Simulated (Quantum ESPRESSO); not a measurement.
```yaml
crystal:
  lattice:
    - [4.96765, -0.03538, 0.00000]
    - [-0.03538, 4.96765, 0.00000]
    - [0.00000, 0.00000, 3.31361]
  atoms:
    - { symbol: Ca, position: [0.50000, 0.50000, 0.50000] }
    - { symbol: Mg, position: [0.00000, 0.00000, 0.00000] }
    - { symbol: F, position: [0.71463, 0.71463, 0.00000] }
    - { symbol: F, position: [0.28537, 0.28537, 0.00000] }
    - { symbol: F, position: [0.81978, 0.18022, 0.50000] }
    - { symbol: F, position: [0.18022, 0.81978, 0.50000] }
```
The cell was made here from a computed Materials Project entry: one of 2 Mg replaced by Ca, cell and atoms relaxed (PBE without dispersion, pw.x of a modified build of Quantum ESPRESSO, symmetry kept). The parent is MgF2 in P4₂/mnm. The swapped cell is a model, not a known phase. Stability against distortions was not tested.

A lattice sum over point charges, one formal value an element (Mg +2, F -1, Ca +2), with no Sternheimer factor, costs far less than a self-consistent run. Taken along the main axis of each site's self-consistent tensor, it gives:

```tsv
site	V along that axis, point charges (a.u.)
Ca (atom 1)	0.008
Mg (atom 2)	0.021
F1 (atoms 3, 4)	0.078
F2 (atoms 5, 6)	-0.071
```

Task: How do the values of a PBE PAW density (pw.x of Quantum ESPRESSO, JTH datasets) with the all-electron reconstruction of Petrilli and co-workers compare?

Result: 
```csv
site,"Vzz, PAW (a.u.)",PAW over point charges
Ca,-0.032,-4.1
Mg,0.170,8.2
F1,0.395,5.1
F2,-0.442,6.2
```
Along that axis the sign differs on Ca.  Cores are frozen. Against all-electron runs on small test molecules, this scheme's |Vzz| missed by −6 to +4 % (−29 % in KF) on F. Ca, Mg had no test against all-electron runs.
